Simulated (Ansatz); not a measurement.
Te (trigonal-Te type, space group P3_121)

```
Te
1.0
    4.62355     0.00000     0.00000
   -2.31177     4.00411     0.00000
    0.00000     0.00000     5.90437
Te
3
Cartesian
  1.17181   0.00000   1.96812
 -0.58591   1.01482   3.93625
  1.72587   2.98929   0.00000
```

Scan: atom 1 (Te, nearest neighbour Te at 2.827 Å; its periodic images, 4.6 Å or more away, move with it) is displaced along Cartesian [110], direction (0.707, 0.707, 0.000) in Cartesian axes, by s. The other atoms stay.

These are r2SCAN (plane waves to 500 eV, PAW, scalar-relativistic; Ansatz, a quantum-chemistry and plane-wave program) values and carry that method's errors. k mesh 7×7×5 (Γ-centred), Fermi-Dirac smearing 0.05 eV. The energy includes the smearing's −TS. Compression counts positive. Spin-orbit coupling is left out, though Te is heavy. Te was relaxed with its symmetry unable to fall. The PAW data are Ansatz's earlier set. The zero of ΔE is the undisplaced structure.

### Question
Give the computed ΔE (meV/cell) and P (GPa) at s (Å) = -0.280, -0.224, -0.168, 0.056, 0.112, 0.168.

### Answer
| s (Å) | ΔE (meV/cell) | P (GPa) |
|---|---|---|
| -0.280 | 153.5 | 2.48 |
| -0.224 | 95.5 | 1.89 |
| -0.168 | 52.2 | 1.35 |
| 0.056 | 5.2 | -0.37 |
| 0.112 | 19.8 | -0.69 |
| 0.168 | 42.9 | -0.96 |

(For displaced atoms, the force is minus the slope of the energy, and its curvature is a force constant, which sets phonon frequencies.)
